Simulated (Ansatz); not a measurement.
Ti:
```yaml
crystal:
  lattice:
    - [-1.62297, 1.62297, 1.62297]
    - [1.62297, -1.62297, 1.62297]
    - [1.62297, 1.62297, -1.62297]
  atoms:
    - { symbol: Ti, position: [0.00000, 0.00000, 0.00000] }
```

Relaxed with r²SCAN+D4. Special points in fractions of this cell's reciprocal vectors: Γ (0.000, 0.000, 0.000); H (0.500, -0.500, 0.500); N (0.000, 0.000, 0.500); P (0.250, 0.250, 0.250).

List the band energies nearest the Fermi level at these points for r²SCAN+D4 in the plane-wave PAW code Ansatz.

In eV from the Fermi level; about four levels below and three above (degenerate sets whole), none deeper than 8.9 eV; … stands for higher levels left out; points with the same levels are listed once.

| k | below | above |
|---|---|---|
| Γ | -6.40 | 1.15 1.15 1.15 |
| H | -2.32 -2.32 | 4.19 4.19 4.19 |
| N | -2.62 -0.35 | 1.01 2.98 3.34 |
| P | -0.68 -0.68 -0.68 | 3.40 3.40 … |

Space group Im-3m (bcc (W type)). This is a known high-temperature phase of the composition, computed here at zero pressure and temperature. Symmetry was held in the r²SCAN+D4 relaxation. At this level the phase is mechanically unstable. No spin polarisation was allowed. The pairwise dispersion correction was not fitted to metals.

Potentials: the later of the program's two PAW sets.
